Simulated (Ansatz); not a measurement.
### Question
Name crystals whose computed values (r²SCAN in the plane-wave PAW code Ansatz) fall in these windows: gap (eV) 3.8 to 5.1; HSE06 gap (eV) 4.3 to 5.6; B₀ by P(V) fit (GPa) 41 to 59.

### Answer


| crystal | gap (eV) | HSE06 gap (eV) | B₀ by P(V) fit (GPa) |
|---|---|---|---|
| MgH2, rutile | 4.38 | 4.84 | 51.5 |
| NaTl3F6, Fm-3m (Na on 4a, Tl on 8c, Tl on 4b, F on 24e) | 4.05 | 4.87 | 46.3 |
Others may fit too.

Standing as an ambient phase not checked: NaTl3F6, Fm-3m (Na on 4a, Tl on 8c, Tl on 4b, F on 24e). All cells were relaxed under the symmetry of their starts (and spin orders); stability against distortions was not tested throughout. Scalar-relativistic: spin–orbit coupling is off unless named, which matters more the heavier the elements.

Potentials: the later of the program's two PAW sets.
